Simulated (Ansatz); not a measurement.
## MoS2 with Si replacing Mo: gradients before and after relaxing the atoms

Start: a supercell of MoS2 (space group P6_3/mmc) built from a COD entry, with all atoms left at the host's positions.

```
Si Mo S
1.0
     9.50700    0.00000    0.00000
    -3.16900    5.48887    0.00000
     0.00000    0.00000   12.32400
Si Mo S
1 11 24
Cartesian
  0.0000 1.8296 3.0810
  -1.5845 4.5741 3.0810
  3.1690 1.8296 3.0810
  1.5845 4.5741 3.0810
  6.3380 1.8296 3.0810
  4.7535 4.5741 3.0810
  1.5845 0.9148 9.2430
  0.0000 3.6592 9.2430
  4.7535 0.9148 9.2430
  3.1690 3.6592 9.2430
  7.9225 0.9148 9.2430
  6.3380 3.6592 9.2430
  0.0000 1.8296 7.6779
  -1.5845 4.5741 7.6779
  3.1690 1.8296 7.6779
  1.5845 4.5741 7.6779
  6.3380 1.8296 7.6779
  4.7535 4.5741 7.6779
  1.5845 0.9148 1.5159
  0.0000 3.6592 1.5159
  4.7535 0.9148 1.5159
  3.1690 3.6592 1.5159
  7.9225 0.9148 1.5159
  6.3380 3.6592 1.5159
  0.0000 1.8296 10.8081
  -1.5845 4.5741 10.8081
  3.1690 1.8296 10.8081
  1.5845 4.5741 10.8081
  6.3380 1.8296 10.8081
  4.7535 4.5741 10.8081
  1.5845 0.9148 4.6461
  0.0000 3.6592 4.6461
  4.7535 0.9148 4.6461
  3.1690 3.6592 4.6461
  7.9225 0.9148 4.6461
  6.3380 3.6592 4.6461
```

Atoms are numbered from 1 in the order listed; like atoms form one site, named after its first atom.

Level of theory: DFT, PBE, plane waves and PAW, scalar-relativistic, 420 eV cutoff, Γ-centred 3×4×2 k-points, Fermi–Dirac smearing 0.01 eV (Ansatz 0.2.0).

The largest force at the start is 1.1 eV/Å. Relaxing the ions at fixed cell moves them by 0.100 Å at most (atom 23, S) and 0.042 Å rms.

```
site  atom  moved (Å)              first shell before                    first shell after  V_zz before (10²¹ V/m²)  η before
  Si     1      0.028                   6 S at 2.41 Å                   6 S at 2.33–2.34 Å                    -1.65      0.12
 Mo2     2      0.019                   6 S at 2.41 Å                   6 S at 2.39–2.40 Å                   -10.23      0.34
 Mo3     3      0.066                   6 S at 2.41 Å                   6 S at 2.39–2.42 Å                    -9.75      0.16
 Mo6     6      0.073                   6 S at 2.41 Å                   6 S at 2.39–2.42 Å                    -9.47      0.36
 S19    19      0.067  2 Mo at 2.41 Å, 1 Si at 2.41 Å  1 Si at 2.34 Å, 2 Mo at 2.39–2.42 Å                    -3.51      0.14
 S20    20      0.073  2 Mo at 2.41 Å, 1 Si at 2.41 Å  1 Si at 2.33 Å, 2 Mo at 2.40–2.42 Å                    -3.37      0.18
 S21    21      0.040                  3 Mo at 2.41 Å                       3 Mo at 2.39 Å                    -4.21      0.20
 S22    22      0.026                  3 Mo at 2.41 Å                  3 Mo at 2.39–2.41 Å                    -5.27      0.09
 S23    23      0.100  1 Si at 2.41 Å, 2 Mo at 2.41 Å  1 Si at 2.34 Å, 2 Mo at 2.42–2.43 Å                    -3.77      0.23
 S24    24      0.005                  3 Mo at 2.41 Å                  3 Mo at 2.39–2.40 Å                    -5.66      0.01
```

(1) How do the gradients change?

## Answers

(1) 

| site | atom | V_zz after | η after | change of V_zz |
| --- | --- | --- | --- | --- |
| Si | 1 | -1.96 | 0.15 | -0.31 |
| Mo2 | 2 | -12.94 | 0.58 | -2.71 |
| Mo3 | 3 | -9.04 | 0.32 | +0.71 |
| Mo6 | 6 | -9.84 | 0.48 | -0.37 |
| S19 | 19 | -4.80 | 0.40 | -1.29 |
| S20 | 20 | -4.84 | 0.46 | -1.47 |
| S21 | 21 | -4.12 | 0.07 | +0.09 |
| S22 | 22 | -5.48 | 0.33 | -0.21 |
| S23 | 23 | -6.15 | 0.10 | -2.38 |
| S24 | 24 | -6.02 | 0.11 | -0.36 |

The largest change of V_zz is on Mo2, from -10.23 to -12.94. In per cent, |V_zz| changes by -7 to +26 on Mo, -2 to +63 on S (all sites that start above 2). Where |V_zz| stays above 0.1, η moves most on S20, from 0.18 to 0.46. The table leaves out 14 of the 24 sites, with |V_zz| up to 9.92; their tensors move by 0.82 at most along any direction. The statements above cover all sites. The host's own positions weren't relaxed first, so part of the change far from the defect can be the host's relaxation.

The run isn't spin-polarised, and a state with spin may lie lower. The defect repeats with the cell of 36 atoms, so it feels its images: sites between two images don't show the values beside a lone defect, and zeros or small values of η there can come from the images' arrangement. Mo and S carry a gradient in the pure host already, so the values there aren't the defect's effect alone. The shape of the repeated cell lowers the symmetry of the defect's site from -6m2 to m, so η and the spread among like neighbours partly reflect the cell. The defect cell has no gap above 0.1 eV on its mesh, so the values can hang on the smearing and the k-mesh. Without spin–orbit coupling (the program notes it for Mo) the gradients can shift by some per cent, and by up to a factor of two as the program warns, since there is no gap.
Before: The neighbours have not yet relaxed around the defect (largest force 1.1 eV/Å), and relaxing can change the values around it severalfold.
After: The relaxation keeps the site symmetry m of the start, so the impurity can move only within its mirror plane; a distortion that would localise the partly filled state isn't explored.
